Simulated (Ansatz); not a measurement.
Trial structures of SiGe5: starts and ends

Computed with DFT PBE, scalar-relativistic, plane waves, PAW (Ansatz). All cells share a 420 eV cutoff and Γ-centred k meshes spaced at most about 0.3 Å⁻¹ (about 0.25 or finer for metals, 2π included). No spin polarisation in the final relaxations.

Each guess was relaxed in cell and atoms at zero pressure, within the symmetry of its start. All energies are static (0 K, no zero-point motion). Coordination counts Ge atoms around Si (those within 1.25 times the shortest such distance or 1.15 times the sum of covalent radii, 1.27 where that leaves under three; a plus sign parts nearer from farther groups; the shortest distance is added where it exceeds 1.18 times the sum of covalent radii).

```tsv
guess	made from	start group	V start (Å³/atom)	end group	V end (Å³/atom)	coordination at the end	gap on mesh (eV)	E over the lowest end (meV/atom)
1	MgCd5 type	P-6m2	17.4	P-6m2	18.6	Si 6 from 2.8 Å	0	2
2	BaSn5 type	P6/mmm	19.3	P6/mmm	18.7	Si 2+12 from 2.8 Å	0	27
3	ErCu5 type	F-43m	17.5	F-43m	19.8	Si 16 from 3.2 Å	0	174
4	EuNi5 type	P6/mmm	18.9	?	?	?	?	?
5	random cell	F-43m	19.1	F-43m	32.6	Si 12+6 from 3.8 Å	0	695
6	random cell	P4/mmm	22.8	P4/mmm	24.6	Si 8	0	80
7	random cell	I4/mmm	21.3	I4/mmm	20.8	Si 8 from 2.8 Å	0	0
```

Guess 4 as it starts:

```
CELL_PARAMETERS angstrom
5.49951 0.00000 0.00000
-2.74976 4.76272 0.00000
0.00000 0.00000 4.33910
ATOMIC_POSITIONS crystal
Si 0.00000 0.00000 0.00000
Ge 0.00000 0.50000 0.50000
Ge 0.33333 0.66667 0.00000
Ge 0.66667 0.33333 0.00000
Ge 0.50000 0.00000 0.50000
Ge 0.50000 0.50000 0.50000
```

Q: Predict the end of this guess and its energy over the lowest end.

A: It ends in space group P6/mmm (No. 191), with a = 5.280 Å, c = 5.168 Å, 20.8 Å³/atom and no gap. It lies 199 meV/atom over the lowest end, above guess 3 and below guess 5. Counting Ge atoms around Si, this end has Si 6+12 from 3.0 Å and the lowest (guess 7) has Si 8 from 2.8 Å.

```
CELL_PARAMETERS angstrom
5.28022 0.00000 0.00000
-2.64011 4.57281 0.00000
0.00000 0.00000 5.16766
ATOMIC_POSITIONS crystal
Si 0.00000 0.00000 0.00000
Ge 0.00000 0.50000 0.50000
Ge 0.33333 0.66667 0.00000
Ge 0.66667 0.33333 0.00000
Ge 0.50000 0.00000 0.50000
Ge 0.50000 0.50000 0.50000
```

Formation energies are uncorrected and refer to the elements' standard structures at the same level.

Q: Is the lowest end bound against the elements?

A: No: its formation energy is +0.38 eV/atom. The separate elements lie lower, so it is unstable against them.

The k mesh leaves some 4 meV/atom of noise in the energy of each metallic cell. Cells relaxed within their symmetry can be saddle points. A lower structure may well exist outside this small set. Some structure types and database cells were kept out of the candidates from the start, so a known form may be missing.
